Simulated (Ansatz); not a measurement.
One relaxed cell of YF3 at several levels

A database entry relaxed whole under r2SCAN at zero pressure (Pnma, No. 62):

```xyz
16
Lattice="6.3770 0.0000 0.0000 0.0000 6.8633 0.0000 0.0000 0.0000 4.3773" Properties=species:S:1:pos:R:3 pbc="T T T"
Y     2.3525    1.7158    0.2714
Y     0.8360    5.1475    2.4601
Y     5.5410    1.7158    1.9173
Y     4.0245    5.1475    4.1059
F     3.3325    1.7158    2.5748
F     6.2330    5.1475    0.3861
F     0.1440    1.7158    3.9912
F     3.0445    5.1475    1.8026
F     1.0542    0.4337    1.6619
F     2.1343    6.4296    3.8506
F     4.2426    2.9980    0.5267
F     5.3228    3.8653    2.7154
F     5.3228    6.4296    2.7154
F     4.2426    0.4337    0.5267
F     2.1343    3.8653    3.8506
F     1.0542    2.9980    1.6619
```

Its volume is 11.97 Å³ an atom, +0.1 % against the entry's 11.96, a cell as deposited in COD (1974).

Single points on this cell with plane-wave PAW DFT (Ansatz 0.2.0; r2SCAN 500 eV, hybrids 420 eV; fermi-dirac occupations of width 0.020 eV; no moments): r2SCAN on a 6×4×6 Γ-centred mesh; HSE06 on a 4×2×4 Γ-centred mesh; PBE0 on a 4×2×4 Γ-centred mesh.

**Question.** What does each level give for gap and charges?

**Answer.** The runs give:

```json
{"level": "r2SCAN", "gap (eV), or kind": "8.68", "pressure (GPa)": "0.0", "Bader charge of Y (e)": "+2.43", "Bader charge of F (e)": "-0.81"}
{"level": "HSE06", "gap (eV), or kind": "10.25", "pressure (GPa)": "0.5", "Bader charge of Y (e)": "+2.46", "Bader charge of F (e)": "-0.82"}
{"level": "PBE0", "gap (eV), or kind": "11.03", "pressure (GPa)": "0.4", "Bader charge of Y (e)": "+2.46", "Bader charge of F (e)": "-0.82"}
```

Under r2SCAN the gap is 8.68 eV, over mesh and band path. HSE06 moves it by +1.58 eV and PBE0 by +2.35 eV; PBE0 keeps its exact exchange at long range, which widens the gap over HSE06's by 0.77 eV on their common mesh.

Caveats: the relaxation kept the start's symmetry; HSE06 is read on its mesh and at the zone's corners, PBE0 on its mesh alone; hybrid pressures are good to a few tenths of a GPa; pressure is positive in compression.
